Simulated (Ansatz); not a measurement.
# What DFT gives for YPd$_{3}$

```
Pd Y
1.0
     4.07052    0.00000    0.00000
     0.00000    4.07052    0.00000
     0.00000    0.00000    4.07052
Pd Y
3 1
Direct
  0.00000 0.50000 0.50000
  0.50000 0.00000 0.50000
  0.50000 0.50000 0.00000
  0.00000 0.00000 0.00000
```

Single point in Ansatz 0.2.0 with r2SCAN, no spin polarisation. Cutoff 500 eV, PAW datasets, 8×8×8 Γ-centred k mesh, fermi-dirac filling (width 0.1 eV).

Is the cell too large or too small?

The pressure is 2.5 GPa (compression positive), so with the atoms held at these fractions the cell would first expand.

Is there a gap?

It is a metal, with about 1.6 states/eV a cell as the mean within 0.25 eV of the Fermi level, mostly Pd d (45 %), Y d (27 %) and Y s (17 %).

Describe some of the short contacts.

Pd–Pd at 2.88 Å: least valence density 0.25 e/Å³ and ELF 0.22 there. Pd–Y at 2.88 Å: least valence density 0.21 e/Å³ and ELF 0.11 there. Both are smooth PAW fields, read partly inside the augmentation spheres.

How is the charge shared?

Bader charges in e: Y +1.72, Pd -0.57. In the mean Y gives up most and Pd takes most.

Origin: a database entry at a rescaled volume.
